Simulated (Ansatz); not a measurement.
GaN:
```yaml
crystal:
  lattice:
    - [3.21712, 0.00000, 0.00000]
    - [-1.60856, 2.78610, 0.00000]
    - [0.00000, 0.00000, 10.49533]
  atoms:
    - { symbol: Ga, position: [0.00000, 0.00000, 0.00051] }
    - { symbol: Ga, position: [0.00000, 0.00000, 0.50051] }
    - { symbol: Ga, position: [0.66667, 0.33333, 0.75022] }
    - { symbol: Ga, position: [0.33333, 0.66667, 0.25022] }
    - { symbol: N, position: [0.00000, 0.00000, 0.81252] }
    - { symbol: N, position: [0.00000, 0.00000, 0.31252] }
    - { symbol: N, position: [0.66667, 0.33333, 0.56238] }
    - { symbol: N, position: [0.33333, 0.66667, 0.06238] }
```

x, y and z are the axes in which the lattice vectors are written.

### Question
Give the proper piezoelectric stress tensor with relaxed ions from PBE in the plane-wave PAW code Ansatz.

### Answer
In C/m², rows x, y, z, Voigt columns; mesh uncertainty up to 0.00.
```
 0.00   0.00   0.00   0.00   0.17   0.00
 0.00   0.00   0.00   0.17   0.00   0.00
 0.23   0.23  -0.41   0.00   0.00   0.00
```

The elastic tensor of the same run (GPa):

```tsv
	1	2	3	4	5	6
1	322	117	77.5	0.0	0.0	0.0
2	117	322	77.5	0.0	0.0	0.0
3	77.5	77.5	361	0.0	0.0	0.0
4	0.0	0.0	0.0	89.0	0.0	0.0
5	0.0	0.0	0.0	0.0	89.0	0.0
6	0.0	0.0	0.0	0.0	0.0	102
```

### Question
Convert to strain constants d = e·S.

### Answer
In pC/N:
```
 0.0   0.0   0.0   0.0   2.0   0.0
 0.0   0.0   0.0   2.0   0.0   0.0
 0.8   0.8  -1.5   0.0   0.0   0.0
```

Space group P6_3mc. The cell is a constructed one: a structure type filled with these elements. Its sites differ from those of the usual phase in this space group: another stacking or structure type. The cell was relaxed with PBE under the symmetry of its start; phonons on a q-mesh show no instability.

Potentials: the later of the program's two PAW sets.
